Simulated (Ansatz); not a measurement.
TiBO₃:
```yaml
crystal:
  lattice:
    - [2.34046, 1.35127, 4.87513]
    - [-2.34046, 1.35127, 4.87513]
    - [0.00000, -2.70253, 4.87513]
  atoms:
    - { symbol: O, position: [0.45568, 0.75000, 0.04432] }
    - { symbol: O, position: [0.04432, 0.45568, 0.75000] }
    - { symbol: O, position: [0.75000, 0.04432, 0.45568] }
    - { symbol: O, position: [0.54432, 0.25000, 0.95568] }
    - { symbol: O, position: [0.95568, 0.54432, 0.25000] }
    - { symbol: O, position: [0.25000, 0.95568, 0.54432] }
    - { symbol: Ti, position: [0.50000, 0.50000, 0.50000] }
    - { symbol: Ti, position: [0.00000, 0.00000, 0.00000] }
    - { symbol: B, position: [0.75000, 0.75000, 0.75000] }
    - { symbol: B, position: [0.25000, 0.25000, 0.25000] }
```

Relaxed with r²SCAN. Special points in fractions of this cell's reciprocal vectors: Γ (0.000, 0.000, 0.000); T (0.500, 0.500, 0.500); H2 (0.782, 0.218, 0.500); H0 (0.500, -0.218, 0.218); L (0.500, 0.000, 0.000); S0 (0.359, -0.359, 0.000); S2 (0.641, 0.000, 0.359); F (0.500, 0.000, 0.500).

Q: List the band energies nearest the Fermi level at these points for plane-wave PAW r²SCAN (Ansatz code).

A: In eV from the Fermi level; about four levels below and three above (degenerate sets whole), none deeper than 8.9 eV; points with the same levels are listed once.

```
k                           below                above
--  -----------------------------  -------------------
Γ   -5.55 -5.55 -4.98 -4.42 -4.42       0.05 0.05 0.06
T         -5.00 -5.00 -5.00 -5.00  0.39 0.39 0.39 0.39
H2        -4.67 -4.67 -0.16 -0.16  0.24 0.24 0.64 0.64
L         -5.65 -5.65 -4.70 -4.70  0.13 0.13 0.35 0.35
S0        -4.77 -4.58 -0.21 -0.03       0.01 0.33 0.59
F         -4.56 -0.45 -0.05 -0.02       0.25 0.67 0.75
```

Space group R-3c. The workflow started from an entry of the Crystallography Open Database (COD). Its standing as an ambient phase is unchecked. The cell was relaxed with r²SCAN under the symmetry of its start; whether a distortion lowers the energy is not shown. No spin polarisation was allowed. Without spin polarisation and U, an open-shell compound can come out a false metal.

Potentials: the later of the program's two PAW sets.
